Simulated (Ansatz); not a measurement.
The start is a generated trial cell of TePb in the rocksalt structure type. A full variable-cell relaxation at zero pressure is run with PBE (plane waves to 420 eV, PAW, scalar-relativistic; Ansatz, a quantum-chemistry and plane-wave program). The first steps use a coarse 6×6×6 k-mesh.

Starting cell:
```
CELL_PARAMETERS angstrom
      0.00000     3.31761     3.31761
      3.31761     0.00000     3.31761
      3.31761     3.31761     0.00000
ATOMIC_POSITIONS crystal
  Te 0.00000 0.00000 0.00000
  Pb 0.50000 0.50000 0.50000
```

How much energy is released per atom?

Under 0.01 eV/atom.

Give the final cell and atomic positions.


```cif
data_Pb4Te4
_chemical_formula_sum 'Te4 Pb4'
_space_group_name_H-M_alt 'Fm-3m'
_space_group_IT_number 225
_space_group_name_Hall '-F 4 2 3'
_cell_length_a 6.56997
_cell_length_b 6.56997
_cell_length_c 6.56997
_cell_angle_alpha 90.000
_cell_angle_beta 90.000
_cell_angle_gamma 90.000
loop_
_atom_site_label
_atom_site_type_symbol
_atom_site_symmetry_multiplicity
_atom_site_Wyckoff_symbol
_atom_site_fract_x
_atom_site_fract_y
_atom_site_fract_z
_atom_site_occupancy
Te1 Te 4 a 0.00000 0.00000 0.00000 1
Pb1 Pb 4 b 0.50000 0.50000 0.50000 1
```
(The calculation used a cell of 2 atoms; values per cell refer to that cell.)

The space group stays Fm-3m (No. 225) (the run could not lower it); the end is rock salt type, with 2 atoms in the primitive cell. Final values are on a 9×9×9 k-mesh of the relaxed cell. No spin polarisation in the result.

The run could not lose the symmetry of its start.

All atoms sit on sites fixed by symmetry, so only the cell could relax.
